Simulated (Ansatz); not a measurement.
MgH₂ (rutile, P4_2/mnm), DFT-LDA in the program Ansatz with PAW potentials. The conduction-band minimum lies on the A–Z line, 20 % of the way from A, with 4 equivalent valleys. Second derivatives d²E/dk² of the lowest band at one valley (eV·Å²), along Cartesian directions:

| direction | d²E/dk² |
|---|---|
| [100] | 16.26 |
| [010] | 16.26 |
| [001] | 16.25 |
| [110] | 11.93 |
| [101] | 16.25 |
| [011] | 16.25 |

### Question
Find the principal effective masses, the density-of-states mass and the conductivity mass.

### Answer
Off-diagonal terms follow from H_xy = H[110] − (H_xx + H_yy)/2, and m*/mₑ = 7.620 eV·Å² over each eigenvalue: 0.37, 0.47, 0.64. One valley's DOS mass (m₁m₂m₃)^(1/3) = 0.48, conductivity mass 3/(Σ 1/mᵢ) = 0.47 mₑ.

### Question
What effective density of states Nc follows at 300 K for parabolic valleys?

### Answer
Nc = 2.509e19 × 4 × (0.48)^(3/2) ≈ 3.3e19 cm⁻³.

### Question
With the computed static dielectric constant 10.7 (mean of the diagonal), estimate a hydrogenic donor's binding energy and radius.

### Answer
E = 13.606 eV × 0.47/10.7² ≈ 56 meV; a = 0.529 Å × ε/m* ≈ 12 Å. Semilocal masses tend to be too small where the gap is.

The LDA relaxation kept the symmetry of its start; phonons on a q-mesh show no instability.

Potentials: the later of the program's two PAW sets.
